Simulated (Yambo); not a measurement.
G0W0@PBEsol for NaCl (rock salt, space group Fm-3m, No. 225) in Yambo. Reference settings: 4×4×4 Γ-centred k mesh, bands 2 to 98 and a 10 Ry block in the screening, 98 bands in G with the Bruneval-Gonze terminator, plasmon pole fitted at 27.2 eV. The PBEsol gap Γ → Γ on this mesh is 5.01 eV; G0W0 gaps are taken between the same points.

The settings were changed. The gap went from 8.11 eV to 7.89 eV, and the shift of the valence edge from -2.19 eV to -1.71 eV.

Task: What was changed between the two runs?
(A) 4 Ry block
(B) 33 bands in G, no terminator
(C) 62 bands in G
(D) no random integration

Result: B, 33 bands in G, no terminator. The others gave (gap, valence shift): 4 Ry block: 7.91, -1.97 eV; no random integration: 8.00, -1.96 eV; 62 bands in G: 8.12, -2.19 eV.

Geometry relaxed with PBEsol; primitive cell a = b = c = 3.9623 Å, α = β = γ = 60.00°.

A shift is the quasiparticle energy of the state minus its PBEsol energy.
